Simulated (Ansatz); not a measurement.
FeSi: from a starting cell to a relaxed one

The start is a generated cell, FeSi built in the AFLOW prototype AB_cF16_227_a_b (B32, as in NaTl). The cell and all atomic positions are relaxed at zero pressure with r2SCAN (plane waves to 500 eV, PAW, scalar-relativistic; Ansatz, an electronic-structure program). The first steps use a coarse 7×7×7 k-mesh.

Starting cell:
```yaml
crystal:
  lattice:
    - [0.00000, 2.98350, 2.98350]
    - [2.98350, 0.00000, 2.98350]
    - [2.98350, 2.98350, 0.00000]
  atoms:
    - { symbol: Fe, position: [0.75000, 0.75000, 0.75000] }
    - { symbol: Fe, position: [0.50000, 0.50000, 0.50000] }
    - { symbol: Si, position: [0.00000, 0.00000, 0.00000] }
    - { symbol: Si, position: [0.25000, 0.25000, 0.25000] }
```
Spin-polarised start, with parallel moments on Fe.

```json
{
 "initial_pressure": "-14 GPa (negative: the cell is under tension)",
 "energy_released": "0.07 eV/atom",
 "band_gap_at_the_end": "zero (metallic)",
 "moments_at_the_end": "net 1.10 μB/atom, ferromagnetic",
 "optimiser_moves": "7"
}
```

It ends as:

Space group Fd-3m, origin choice 1 (No. 227); a = b = c = 5.728 Å, α = β = γ = 90.00°

```json
[
 {"atom": "Fe", "site": "8a", "symmetry": "-43m", "x": "0.0000", "y": "0.0000", "z": "0.0000"},
 {"atom": "Si", "site": "8b", "symmetry": "-43m", "x": "0.5000", "y": "0.5000", "z": "0.5000"}
]
```
(The calculation used a cell of 4 atoms; values per cell refer to that cell.)

Final values are on a 14×14×14 k-mesh of the relaxed cell. Spin state reached: ferromagnetic (net 1.10 μB/atom), from parallel starting moments; other spin orders were not run from this start. r2SCAN tends to overstate moments in metals.

The run could not lose the symmetry of its start: the end is stationary, and may be a saddle point rather than a minimum.

All atoms sit on sites fixed by symmetry, so only the cell could relax.

The relaxed structure here is a generated cell of FeSi: the first start was made by placing the elements on the sites of a structure type, and the end was not matched to a known phase here, so it may be hypothetical.
